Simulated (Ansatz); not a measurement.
All numbers below come from DFT, LDA (PW92), plane waves (420 eV) with PAW, scalar-relativistic (Ansatz). The PAW files were generated under PBE, with cores re-solved for the functional.

An element in the diamond structure gives this curve. The cell is scaled uniformly from the relaxed one, with fractional coordinates and shape fixed. Energies are extrapolated to zero smearing, pressures are those at the given smearing. Magnetic state: non-magnetic.

```
V (Å³/atom)  E − E₀ (meV/atom)  P (GPa)
     11.822              143.0    32.17
     12.359               58.3    18.99
     12.897               13.2     8.43
     13.434                0.0    -0.06
     13.971               12.3    -6.88
     14.509               45.2   -12.36
     15.046               94.6   -16.77
```

(1) Which element is it?
A. iron
B. copper
C. silicon
D. phosphorus

## Answers

(1) A. Its fit is V₀ = 13.42 Å³/atom, B₀ = 190 GPa, B₀′ = 4.4.
